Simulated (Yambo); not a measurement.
Yambo input for CO$_{2}$ (space group Cmce, No. 64) (a = 3.556 Å, b = 3.556 Å, c = 6.587 Å, α = 90.00°, β = 90.00°, γ = 84.34°), on PBEsol (Quantum ESPRESSO, PseudoDojo norm-conserving, 84 Ry, without SOC) wavefunctions on a 8×8×4 mesh:

```
optics
chi
dipoles
kernel
FFTGvecs= 40 Ry
Chimod= "HARTREE"
NGsBlkXd= 3 Ry
% QpntsRXd
 1 | 1 |
%
% BndsRnXd
 1 | 64 |
%
GrFnTpXd= "R"
% EnRngeXd
 0.0 | 20.0 | eV
%
% DmRngeXd
 0.2 | 0.2 | eV
%
CGrdSpXd= 50
ETStpsXd= 161
% LongDrXd
 0.0 | 0.0 | 1.0 |
%
```

First lines of the file o-*.eps_q1_inv_rpa_dyson:

```
Absorption @ Q(1):   0.00000000     0.00000000     1.00000000    [q->0 direction]
#
# [ X ] Hartree size     :   55
# [GEN] GF Energies     : Perdew, Burke & Ernzerhof SOL(X)+Perdew, Burke & Ernzerhof SOL(C)
# [GEN] Green`s Function     : Retarded
#
# [GEN] Gauge     : Length
# [GEN] [r,Vnl] included     : yes
#
#    E[1] [eV]     Im(eps)     Re(eps)     Im(eps_o)     Re(eps_o)
#
     0.000000     -0.369697E-8     2.005178     0.84790E-18     2.575104
     0.125000     0.272442E-3     2.005263     0.737843E-3     2.575334
     0.250000     0.545274E-3     2.005518     0.001477     2.576025
     0.375000     0.818877E-3     2.005944     0.002220     2.577178
     0.500000     0.001094     2.006541     0.002968     2.578795
     0.625000     0.001370     2.007310     0.003723     2.580882
     0.750000     0.001648     2.008252     0.004487     2.583442
     0.875000     0.001929     2.009368     0.005261     2.586481
     1.000000     0.002212     2.010660     0.006047     2.590007
     1.125000     0.002499     2.012131     0.006848     2.594028
     1.250000     0.002789     2.013781     0.007665     2.598553
     1.375000     0.003084     2.015614     0.008501     2.603593
     1.500000     0.003383     2.017632     0.009358     2.609161
     1.625000     0.003687     2.019838     0.010239     2.615270
     1.750000     0.003997     2.022236     0.011145     2.621937
     1.875000     0.004313     2.024829     0.012081     2.629177
     2.000000     0.004636     2.027621     0.013048     2.637010
     2.125000     0.004966     2.030618     0.014051     2.645457
     2.250000     0.005305     2.033822     0.015093     2.654541
     2.375000     0.005652     2.037241     0.016178     2.664287
     2.500000     0.006009     2.040879     0.017310     2.674723
     2.625000     0.006376     2.044743     0.018493     2.685879
     2.750000     0.006755     2.048840     0.019734     2.697790
     2.875000     0.007145     2.053176     0.021037     2.710493
     3.000000     0.007549     2.057760     0.022409     2.724027
     3.125000     0.007968     2.062600     0.023856     2.738438
     3.250000     0.008401     2.067706     0.025388     2.753775
     3.375000     0.008852     2.073087     0.027011     2.770093
     3.500000     0.009321     2.078755     0.028737     2.787451
     3.625000     0.009810     2.084722     0.030576     2.805917
     3.750000     0.010321     2.091000     0.032540     2.825563
     3.875000     0.010856     2.097603     0.034645     2.846472
     4.000000     0.011416     2.104547     0.036905     2.868734
```
(The file goes on to the top of the energy range.) Convergence of the RPA response with its 8×8×4 mesh was not tested.

Geometry of the Materials Project entry, not relaxed at this level.

The structure is a Materials Project entry; no match was found in the copy of COD used, and its stability was not checked.

The distance between layers or molecules is the database entry's, not relaxed here. Functionals without dispersion can leave it too large, which widens gaps and weakens the response across layers: the numbers belong to this cell.
